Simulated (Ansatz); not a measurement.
# Find the missing element

Cell vectors (Å):

```
2.7943 0.0000 0.0000
0.0000 2.7943 0.0000
0.0000 0.0000 2.7943
```

```
atom       a       b       c
   X  0.0000  0.0000  0.0000
  Co  0.5000  0.5000  0.5000
```

All numbers below come from LDA, all-electron LAPW in Ansatz 0.2.0, scalar-relativistic. k mesh 12×12×12, fine mesh 20×20×20, Fermi-Dirac smearing of 0.080 eV, lines of 0.1 eV, Drude damping 0.03 eV.

Independent-particle optical response of a crystal from Kohn-Sham bands on the fine mesh with a Drude term, no local fields or excitons; Cartesian axes as in the cell vectors.

| Item | Value |
| --- | --- |
| Fine mesh | 20, 20, 20 |
| Line width | 0.1 eV |
| Drude damping | 0.03 eV |
| Further gaussian width | 0.3 eV |

```csv
photon energy (eV),dielectric imag xx
0.8,32.9
1.6,21.44
2.4,12.83
3.2,7.39
4,4.52
4.8,9.29
5.6,10.75
6.4,9.73
7.2,9.54
8,6.59
8.8,6.63
9.6,4.91
10.4,3.49
11.2,2.81
12,2.22
12.8,1.62
13.6,1.23
14.4,1.07
15.2,0.94
16,0.85
16.8,0.82
17.6,0.66
18.4,0.72
19.2,0.66
20,0.65
```

All X atoms are one element. Which one was computed?

Al; the crystal is AlCo (Pm-3m, a database entry that needn't be its stable phase).

Known limits: these sums move with the mesh, by several per cent and more for small sheets; spectra summed at the mesh points alone.
